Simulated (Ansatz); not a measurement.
Notes on YZrAl

```
CELL_PARAMETERS angstrom
3.79534 6.57373 0.00000
-3.79534 6.57373 0.00000
0.00000 0.00000 4.10002
ATOMIC_POSITIONS crystal
Y 0.59500 0.40500 0.50000
Y 0.40500 0.00000 0.50000
Y 0.00000 0.59500 0.50000
Zr 0.33330 0.33340 0.00000
Zr 0.66670 0.66660 0.00000
Zr 0.00000 0.00000 0.50000
Al 0.25000 0.75000 0.00000
Al 0.75000 0.00000 0.00000
Al 0.00000 0.25000 0.00000
```

Level: r2SCAN, no spin polarisation; 500 eV; 5×5×8 Γ-centred mesh; fermi-dirac occupations (width 0.1 eV); Ansatz 0.2.0, fixed geometry.

**Charges.** Bader charges in e: Y +1.16, Zr -0.30 to +0.01, Al -0.96. In the mean Y gives up most and Al takes most.
**Stress.** The pressure is 4.1 GPa (compression positive), so with the atoms held at these fractions the cell would first expand. The principal stresses 3.5, 3.5, 5.3 GPa differ, so its shape would change too.
**Electronic structure.** It is a metal, with about 9.5 states/eV a cell as the mean within 0.25 eV of the Fermi level, mostly Zr d (54 %) and Y d (27 %).
**Forces.** The largest is on Al7 (and as large on other atoms): 0.68 eV/Å, components (0.68, 0.00, 0.00). It makes 133° with the line to a nearest neighbour, Zr6 at 2.79 Å.

Origin: a known structure type with other elements, at an estimated volume, so it need not be a known compound.
